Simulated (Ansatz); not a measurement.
## ReO3-type OsBr₃

Level of theory: DFT, PBE+U (U_eff = 2 eV on Os 5d), scalar-relativistic, collinear spin; plane waves to 420 eV with PAW datasets (Ansatz 0.2.0), Γ-centred 6×6×6 mesh, 0.05 eV Gaussian smearing. The datasets are Ansatz's generated set soft_2.

```xyz
4
Lattice="5.1360 0.0000 0.0000 0.0000 5.1360 0.0000 0.0000 0.0000 5.1360" Properties=species:S:1:pos:R:3 pbc="T T T"
Os    0.0000    0.0000    0.0000
Br    2.5680    0.0000    0.0000
Br    0.0000    0.0000    2.5680
Br    0.0000    2.5680    0.0000
```

This is a trial structure made by placing the elements on a prototype's sites, so it needn't be the stable form. The ideal cubic cell shuts out tilts of the octahedra, which such structures often take.

The geometry is fixed. Moments are started on Os in several ways. q is the propagation vector of an order in a doubled cell, in units of this cell's reciprocal vectors; doubled cells take an equivalent mesh or are counted from a ferromagnetic run in the same cell, unless said otherwise. Energies count from the first row, the state in which the cell was relaxed.

Question: Rank the starts by the energy at which they end, lowest first (meV/atom from the last run of the relaxation).
A. ferromagnetic
B. no spin polarisation
C. antiparallel, q = (0, 0, 1/2)
D. small parallel moments

Answer: D (-4.2), A (0.0), C (10.8), B (116.0).

| start | largest typed moment (μB) | ΔE (meV/atom) | gap on the mesh (eV) | P (GPa) | final spin moments (μB) |
| --- | --- | --- | --- | --- | --- |
| ferromagnetic | 1.91* | 0.0 | metal | 0.0 | Os 1.74; Br 0.13 |
| no spin polarisation | 0.00 | 116.0 | metal | -1.9 | none |
| antiparallel, q = (0, 0, 1/2) | 1.00* | 10.8 | metal | 1.0 | Os 1.52, -2.19; Br 0.12, -0.08, 0.06, -0.15 |
| small parallel moments | 0.50* | -4.2 | metal | 0.6 | Os 2.05; Br 0.14 |

A star marks runs that didn't start from the typed moments alone: they went on from the state of an earlier run.

These starts ended with a net moment, so they aren't compensated antiferromagnets: antiparallel, q = (0, 0, 1/2).

One antiparallel order alone stands against the parallel one, so the ranking is far from complete.

Without spin polarisation the pressure is 2.4 GPa lower than in the lowest state, so the magnetic solution wants the larger cell.

Only orders that fit these small cells were tried, so the real crystal's order may be another.

With a Hubbard U or exact exchange the result depends on the state in which the open shell ends, and a lower one can't be excluded. These numbers lack spin–orbit coupling. Site moments are of spin, integrated over atomic spheres.
